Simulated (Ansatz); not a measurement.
Here is the system:

Ca₃SnO:
Space group Pm-3m (No. 221); a = 4.7059 Å, b = 4.7059 Å, c = 4.7059 Å, α = 90.00°, β = 90.00°, γ = 90.00°

| atom | site | symmetry | x | y | z |
|---|---|---|---|---|---|
| Ca | 3c | 4/mm.m | 0.0000 | 0.5000 | 0.5000 |
| Sn | 1a | m-3m | 0.0000 | 0.0000 | 0.0000 |
| O | 1b | m-3m | 0.5000 | 0.5000 | 0.5000 |

This is the LDA-relaxed structure.

All from plane-wave PAW LDA (Ansatz code), unless another level is named. Predict the electronic character.

no gap, with almost no states at the Fermi level (zero-gap or semimetallic).

Next, the formation energy from the elements (no fitted shifts)?

-1.80 eV/atom.

The first step of the workflow began from a Materials Project structure, measured or hypothetical; the Crystallography Open Database files this formula in space group No. 221, but the cells were not matched. Whether it is the stable phase at ambient conditions was not checked. The cell was relaxed with LDA under the symmetry of its start; of distortions, only those at the zone centre were tested. The references are the lowest solids computed at this level, not always the standard phases (solids in place of the gases). Scalar-relativistic: spin–orbit coupling is off unless named, which matters more the heavier the elements.

Potentials: the later of the program's two PAW sets.
